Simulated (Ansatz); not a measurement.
# MoSe (rocksalt structure)

Computed with Ansatz (plane waves, PAW, 420 eV cutoff): PBEsol, scalar-relativistic, collinear spin, 10×10×10 k-mesh, Gaussian smearing of 0.05 eV. The datasets are Ansatz's generated set soft_2.

```yaml
crystal:
  lattice:
    - [0.00000, 2.57536, 2.57536]
    - [2.57536, 0.00000, 2.57536]
    - [2.57536, 2.57536, 0.00000]
  atoms:
    - { symbol: Mo, position: [0.50000, 0.50000, 0.50000] }
    - { symbol: Se, position: [0.00000, 0.00000, 0.00000] }
```

This is a trial structure made by placing the elements on a prototype's sites, so it needn't be the stable form.

Magnetic state: ferromagnetic, site spin moments Mo 0.22 μB.

Cell and atoms are those of this level's equilibrium.

The cell has space group Fm-3m (read at 0.01 Å). In it the stress is 0.00, 0.00, 0.00, 0.00, 0.00, 0.00 GPa and the largest force component 0.000 eV/Å. Each change below starts from this cell, without further relaxation. Stress is in GPa, positive in compression, in the order xx, yy, zz, yz, xz, xy; energies are counted from the cell above and are free energies with the smearing's entropy, which match forces and stress in a metal.

Q: What happens when atom 1 (Mo) is moved by 0.02 Å along x?

A: The energy changes by 0.2 meV per cell, and the force on it along the shift is -0.0196 eV/Å (−F/u = 0.98 eV/Å²). Stress: 0.11, -0.06, -0.06, 0.00, 0.00, 0.00.
| atom | Fx (eV/Å) | Fy | Fz |
| --- | --- | --- | --- |
| Mo1 | -0.020 | 0.000 | 0.000 |
| Se2 | 0.020 | 0.000 | 0.000 |

Q: What stress follows from an engineering strain of -2 % in yz, atoms carried along?

A: -0.08, -0.09, -0.09, -1.50, 0.00, 0.00 GPa; the energy changes by -3.4 meV per cell. Spin moments: Mo 0.17 μB.
The stress changes with the wrong sign for a stable crystal (a clamped-atom constant of about -75 GPa), so the cell is unstable against this strain on this mesh; in a metal a finer mesh can change the sign.

The run wasn't fully tested for a lower electronic state. So small a moment in a metal hangs on mesh and smearing, and semilocal functionals can overstate it, so the real crystal may have none. Site moments are of spin, integrated over atomic spheres. A displaced or strained copy of the relaxed cell lay 1.8 meV/atom lower, so the structure isn't a true minimum at this level, unless the mesh, which matters in a metal, makes it so.
